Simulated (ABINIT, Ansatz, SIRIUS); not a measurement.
One calculation of GaF, 5 ways

```
CELL_PARAMETERS angstrom
0.00000 2.84624 2.84624
2.84624 0.00000 2.84624
2.84624 2.84624 0.00000
ATOMIC_POSITIONS crystal
Ga 0.25000 0.25000 0.25000
F 0.00000 0.00000 0.00000
```

The cell comes from a database or a generator and needn't be the stable form of this composition.

Alike in all runs: task single point; functional PBE; k mesh 8 × 8 × 8; occupations fermi-dirac, width 0.05 eV; no spin polarisation; no spin-orbit coupling. Pressure is positive in compression and, in plane waves, holds the error of the finite cutoff, which Ansatz's Pulay term estimates and takes out.

| program and potentials | plane-wave cutoff (eV) | notes | band gap (eV) | pressure (GPa) |
| --- | --- | --- | --- | --- |
| ABINIT, JTH PAW PBE v2.0 | 626 | - | 2.27 | -0.12 |
| Ansatz, Ansatz PAW (earlier soft set) | 420 | Pulay term of +0.17 GPa included | 2.27 | 0.02 |
| SIRIUS, all-electron FP-LAPW, apw+lo standard | - | - | 2.28 | - |
| Ansatz, all-electron LAPW, scalar-relativistic | - | - | 2.27 | 0.00 |
| SIRIUS, PseudoDojo 0.4.1 PBE standard (scalar relativistic) | 1152 | - | 2.28 | -0.04 |

The band gap spans 2.27 (ABINIT, JTH PAW PBE v2.0) to 2.28 eV (SIRIUS, PseudoDojo 0.4.1 PBE standard (scalar relativistic)), with all-electron results at 2.27 to 2.28. The pressure spans -0.12 (ABINIT, JTH PAW PBE v2.0) to 0.02 GPa (Ansatz, Ansatz PAW (earlier soft set)), with all-electron results at 0.00.

Differences between rows come from potentials, basis sets and numerical settings, since the functional is the same but for its coding. Runs on potential files found faulty are left out.
